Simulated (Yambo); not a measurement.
Data:

```
CdS
1.0
    4.16884     0.00000     0.00000
   -2.08442     3.61032     0.00000
    0.00000     0.00000     6.77962
S Cd
2 2
Direct
  0.66667   0.33333   0.87678
  0.33333   0.66667   0.37678
  0.66667   0.33333   0.50022
  0.33333   0.66667   0.00022
```

Workflow: PBE (Quantum ESPRESSO, PseudoDojo norm-conserving, 102 Ry, scalar-relativistic), then G0W0 in Yambo (3×3×2 Γ-centred k mesh, bands 9 to 195 and a 8 Ry block in the screening, 195 bands in G with the Bruneval-Gonze terminator, plasmon pole fitted at 27.2 eV).

Task: Give the PBE and G0W0 gaps between the band edges found on this mesh, and say where the edges lie.

Result: Edges: Γ → Γ. PBE: 1.16 eV; G0W0: 2.13 eV. Nearest settings tried, and what they do to the gap: 127 bands in W, 127 bands in G: +9 meV; 7 Ry block (245 vectors against 287): -7 meV; 3×3×1 mesh: -142 meV. So the settings aren't converged at that level. The k mesh is coarse. Spin-orbit splittings are left out.

Geometry of the Materials Project entry, not relaxed at this level.
